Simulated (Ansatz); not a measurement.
A geometry of La₂O₃ away from equilibrium: the start of the relaxation of a relaxed La2O3 cell with every coordinate shifted by Gaussian noise of σ = 0.3 Å. These are r2SCAN (plane waves to 500 eV, PAW, scalar-relativistic; Ansatz, an electronic-structure program) values and carry that method's errors. Γ-centred k-mesh 7×7×4 on the run's cell (coarser than for final values), Fermi–Dirac smearing 0.05 eV.

```xyz
5
Lattice="3.9352 0.0000 0.0000 -1.9676 3.4080 0.0000 0.0000 0.0000 6.1257" Properties=species:S:1:pos:R:3:forces:R:3 pbc="T T T" free_energy=-14242.919 pressure_GPa=10.1
La     0.1538     2.4989     1.2959   -0.1592    0.3739    4.3886
La     1.8757     1.0825     4.7705    0.1413    1.3455   -3.7487
O      0.1321    -0.6710     0.2023    0.0806    3.3360   -2.9317
O     -0.0678     2.4548     4.0963    0.8141   -1.7984    0.7218
O      2.1784     1.6612     2.1989   -0.8769   -3.2571    1.5700
```

Positions in Å, forces in eV/Å, free energy of the cell in eV (comparable only within this code, potentials and settings). Largest force: 4.44 eV/Å, on O3 (atoms numbered as listed); the geometry lies 0.64 eV/atom above the end of its relaxation.

No spin polarisation in the result.
